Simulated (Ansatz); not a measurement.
C: all-electron results

```
C
1.0
     2.50330    0.00000    0.00000
    -1.25165    2.16792    0.00000
     0.00000    0.00000    4.16897
C
4
Direct
  0.33333 0.66667 0.06281
  0.66667 0.33333 0.56281
  0.66667 0.33333 0.93719
  0.33333 0.66667 0.43719
```

Atoms are numbered in the order listed.

Structure from Materials Project entry mp-47 (possibly hypothetical), not relaxed further.

All numbers are computed: DFT, PBE, all-electron LAPW, scalar-relativistic (Ansatz 0.2.0); DFT, PBE, all-electron PAW with datasets made for the crystal, scalar-relativistic (Ansatz 0.2.0).

For LAPW: a Γ-centred 12×12×7 k mesh, Fermi–Dirac smearing of 0.01 eV, basis error target 1 meV/atom, no spin polarisation. The crystal-made all-electron datasets (AE datasets) take a cutoff of 540 eV at this cell. The Ansatz runs share mesh, smearing and spin set-up. Values come from LAPW unless marked.

| Item | Value |
| --- | --- |
| Stress xx, yy, zz (compression positive) | 4.30, 4.30, 3.62 GPa |
| Largest force | 0.012 eV/Å on C2 |
| Band gap | 3.31 eV, indirect from Γ to K (0.333, 0.333, 0) |
| Volume per atom | 5.66 Å³ |

Q: Smallest direct gap on the path: what does the calculation give?

A: 4.99 eV.

Q: Predict this quantity. Field gradients Vzz (crystal-made datasets).

A: C1 0.31 (η = 0.00) in 10²¹ V/m².

Q: Pressure at this cell: what does the calculation give?

A: 40.7 kbar.
